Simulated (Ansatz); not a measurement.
B₄C:
```cif
data_C9B36
_chemical_formula_sum 'B36 C9'
_space_group_name_H-M_alt 'R-3m :H'
_space_group_IT_number 166
_space_group_name_Hall '-R 3 2"'
_cell_length_a 5.61681
_cell_length_b 5.61681
_cell_length_c 12.06027
_cell_angle_alpha 90.000
_cell_angle_beta 90.000
_cell_angle_gamma 120.000
loop_
_atom_site_label
_atom_site_type_symbol
_atom_site_symmetry_multiplicity
_atom_site_Wyckoff_symbol
_atom_site_fract_x
_atom_site_fract_y
_atom_site_fract_z
_atom_site_occupancy
B1 B 18 h 0.16770 0.33539 0.02614 1
B2 B 18 h 0.21581 0.10791 0.11384 1
C1 C 6 c 0.00000 0.00000 0.38962 1
C2 C 3 b 0.00000 0.00000 0.50000 1
```
(The calculation used a cell of 15 atoms; values per cell refer to that cell.)

Relaxed with PBEsol.

Task: Give the optical modes at the zone centre with their infrared activity from DFPT, PBEsol in the plane-wave PAW code Ansatz.

Result: Transverse frequencies, without the LO–TO term; a row sums one degenerate level.

| ω (cm⁻¹) | degeneracy | IR ((D/Å)²/amu) | activity |
|---|---|---|---|
| 421 | 1 | 2.61 | IR |
| 471 | 1 | 0.00 | IR-inactive |
| 479 | 2 | 0.00 | IR-inactive |
| 479 | 2 | 1.90 | IR |
| 511 | 2 | 0.00 | IR-inactive |
| 536 | 2 | 0.01 | IR |
| 580 | 1 | 0.00 | IR-inactive |
| 614 | 2 | 1.27 | IR |
| 697 | 1 | 0.00 | IR-inactive |
| 697 | 2 | 5.94 | IR |
| 720 | 1 | 0.51 | IR |
| 747 | 2 | 0.00 | IR-inactive |
| 748 | 1 | 0.00 | IR-inactive |
| 782 | 2 | 2.13 | IR |
| 800 | 2 | 0.00 | IR-inactive |
| 809 | 2 | 7.26 | IR |
| 810 | 1 | 0.00 | IR-inactive |
| 811 | 2 | 0.00 | IR-inactive |
| 861 | 1 | 24.01 | IR |
| 863 | 1 | 0.00 | IR-inactive |
| 889 | 1 | 0.13 | IR |
| 986 | 1 | 0.00 | IR-inactive |
| 991 | 2 | 0.00 | IR-inactive |
| 1005 | 2 | 27.27 | IR |
| 1071 | 2 | 0.00 | IR-inactive |
| 1086 | 1 | 0.00 | IR-inactive |
| 1146 | 1 | 0.00 | IR-inactive |
| 1720 | 1 | 87.29 | IR |

Task: How high does the top mode go among those that the LO–TO term moves?

Result: 1023 cm⁻¹ for q along x, 1023 cm⁻¹ for q along y, 1772 cm⁻¹ for q along z.

The first step of the workflow began from a Materials Project structure, measured or hypothetical; the Crystallography Open Database copy checked does not list it. Its standing as an ambient phase is unchecked. The PBEsol relaxation kept the symmetry of its start; phonons on a q-mesh show no instability.

Potentials: the later of the program's two PAW sets.
